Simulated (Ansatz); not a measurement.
CuAu, DFT, PBE, all-electron LAPW, scalar-relativistic (Ansatz 0.2.0), run on 1 thread of Intel(R) Xeon(R) 6975P-C (Granite Rapids) on a shared host.

The geometry is COD entry 9004223, unchecked; take it as a test cell.

Command: `ansatz run input.yaml --threads 1 --pin off --max-ram 2048MiB --backend cpu --events-out ev --progress --plain --runs-dir out`

```yaml
crystal:
  lattice:
    - [2.8, 0.0, 0.0]
    - [0.0, 2.8, 0.0]
    - [0.0, 0.0, 3.67]
  atoms:
    - { symbol: Cu, position: [0.5, 0.5, 0.5] }
    - { symbol: Au, position: [0.0, 0.0, 0.0] }
kpoints:
  mp_grid: { grid: [13, 13, 10] }
scf:
  occupations: { method: fermi_dirac, width: 0.05 }
hamiltonian:
  xc: pbe
  pseudopotentials:
    kind: all_electron
    lapw: { basis_error: 0.00025 }
    dirac_shells: { Cu: ["2p"], Au: ["4p", "4d"] }
output:
  forces: true
  stress: true
  eigenvalues: true
```

Question: How large is the problem that the program sets up?

Answer: 168 irreducible k-points, 355 plane waves at Γ, 38 bands.

Question: Estimate the wall time and the peak memory.

Answer: 42 s of wall time for 12 SCF iterations, with a peak of 0.93 GiB. Times on shared machines scatter by tens of per cent.
